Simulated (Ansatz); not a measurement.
ZnS (wurtzite)

```
CELL_PARAMETERS angstrom
      3.84511     0.00000     0.00000
     -1.92255     3.32996     0.00000
      0.00000     0.00000     6.30566
ATOMIC_POSITIONS crystal
  Zn 0.66667 0.33333 0.99985
  Zn 0.33333 0.66667 0.49985
  S  0.66667 0.33333 0.62535
  S  0.33333 0.66667 0.12535
```

The relaxed cell is deformed in two ways at once: its volume V is scaled, and at that volume it is stretched along z (the c axis of the conventional cell) so that c/a changes. Fractional atomic positions are held.

Method: PBE (plane waves to 420 eV, PAW, scalar-relativistic; Ansatz, a first-principles code). k mesh 10×10×5 (Γ-centred), Fermi-Dirac smearing 0.05 eV. Energies are smeared free energies. As the atoms are clamped, bonds stretch with the cell, which overstates energies and stresses. ZnS was relaxed with its symmetry unable to fall.

Changes of ΔE (eV/atom) from the point V/V₀ = 1.000, (c/a)/(c/a)₀ = 1.000 when one coordinate moves alone (two changes are said to add if the coupling is within 5 % of the smaller one, nearly so within 20 %):

```
point                                change
----------------------------------  -------
V/V₀ = 1.000, (c/a)/(c/a)₀ = 0.920  0.04109
V/V₀ = 1.000, (c/a)/(c/a)₀ = 0.960  0.00946
V/V₀ = 0.960, (c/a)/(c/a)₀ = 1.000  0.00750
V/V₀ = 0.980, (c/a)/(c/a)₀ = 1.000  0.00180
V/V₀ = 1.020, (c/a)/(c/a)₀ = 1.000  0.00168
V/V₀ = 1.040, (c/a)/(c/a)₀ = 1.000  0.00650
V/V₀ = 1.000, (c/a)/(c/a)₀ = 1.040  0.00809
V/V₀ = 1.000, (c/a)/(c/a)₀ = 1.080  0.03012
```

**Question.** Do the two effects add at V/V₀ = 0.960, (c/a)/(c/a)₀ = 0.920? Give the computed change.

**Answer.** The sum of the single changes is 0.00750 + (0.04109) = 0.04859; the calculation gives 0.05374, so the coupling contributes 0.00515 (over 20 % of the smaller single change, not additive).

**Question.** Do the two effects add at V/V₀ = 0.980, (c/a)/(c/a)₀ = 1.040? Give the computed change.

**Answer.** The sum of the single changes is 0.00180 + (0.00809) = 0.00989; the calculation gives 0.01028, so the coupling contributes 0.00039 (over 20 % of the smaller single change, not additive).

(A scan under strain: stresses follow from slopes of the energy per volume, elastic moduli from its curvatures.)
